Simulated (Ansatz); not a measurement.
CaTiN$_{2}$:
```yaml
crystal:
  lattice:
    - [6.02533, 0.00000, 0.00000]
    - [0.00000, 7.36381, 0.00000]
    - [0.00000, 0.00000, 5.28994]
  atoms:
    - { symbol: Ca, position: [0.08716, 0.62059, 0.97337] }
    - { symbol: Ca, position: [0.91284, 0.37941, 0.47337] }
    - { symbol: Ca, position: [0.58716, 0.87941, 0.97337] }
    - { symbol: Ca, position: [0.41284, 0.12059, 0.47337] }
    - { symbol: Ti, position: [0.06632, 0.12641, 0.99832] }
    - { symbol: Ti, position: [0.93368, 0.87359, 0.49832] }
    - { symbol: Ti, position: [0.56632, 0.37359, 0.99832] }
    - { symbol: Ti, position: [0.43368, 0.62641, 0.49832] }
    - { symbol: N, position: [0.04482, 0.09292, 0.35298] }
    - { symbol: N, position: [0.95518, 0.90708, 0.85298] }
    - { symbol: N, position: [0.54482, 0.40708, 0.35298] }
    - { symbol: N, position: [0.45518, 0.59292, 0.85298] }
    - { symbol: N, position: [0.11712, 0.66042, 0.43533] }
    - { symbol: N, position: [0.88288, 0.33958, 0.93533] }
    - { symbol: N, position: [0.61712, 0.83958, 0.43533] }
    - { symbol: N, position: [0.38288, 0.16042, 0.93533] }
```

Relaxed with r²SCAN.

### Question
Give the Bader charges and basin volumes of the independent atoms, DFT-r²SCAN in the program Ansatz with PAW potentials.

### Answer


```tsv
atom	Bader charge (e)	Bader volume (Å³)
Ca1	+1.48	13.1
Ti5	+1.99	8.8
N9	-1.70	17.7
N13	-1.77	19.1
```

Space group Pna2_1. The start of the workflow was typed in or built on a structure type; neither database checked (COD, Materials Project) lists it. COD files the formula under space group No. 31, 59. Its standing as an ambient phase is unchecked. The r²SCAN relaxation kept the symmetry of its start; its stability against distortions is not shown here. The workflow began spin-polarised and lost its moments.

Potentials: the earlier of the program's two PAW sets.
